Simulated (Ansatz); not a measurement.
Li:
```
Li
1.0
   -1.73802     1.73802     1.73802
    1.73802    -1.73802     1.73802
    1.73802     1.73802    -1.73802
Li
1
Direct
  0.00000   0.00000   0.00000
```

Relaxed with r²SCAN.

Question: Map the electron localisation function on the plane through (0.000, 0.000, 0.000) spanned by u = [1, 1, 0] and v = [1, -1, 0] in lattice vectors, from plane-wave PAW r²SCAN (Ansatz code).

Answer: x is the fraction of u, y of v (the angle between them is 90°; rows are the nearest grid lines); atoms in the plane: Li at (0.00, 0.00), Li at (0.50, 0.50).
```
|998000356653000899|
|996000456654000699|
|861001466664100168|
|100002566665200001|
|000024566665420000|
|001245555555542100|
|555554321123455555|
|665542000000245566|
|665420000000024566|
|665300014410003566|
|665200179971002566|
|665200399993002566|
|665200399993002566|
|665200179971002566|
|665300014410003566|
|665420000000024566|
|665542000000245566|
|555554321123455555|
|001245555555542100|
|000024566665420000|
|100002566665200001|
|861001466664100168|
|996000456654000699|
|998000356653000899|
```
Scale: ten equal steps from 0.017 (start of '0') to 0.998 (end of '9'), in the order '0123456789'; x runs from 0.000 to 1.00, y from 0.000 (bottom) to 1.00 (top).

The density is the valence pseudo-density with augmentation charge, so density and ELF within about 1 Å of a nucleus are not all-electron values.

Space group Im-3m (bcc (W type)). The cell was relaxed with r²SCAN under the symmetry of its start.

Potentials: the earlier of the program's two PAW sets.
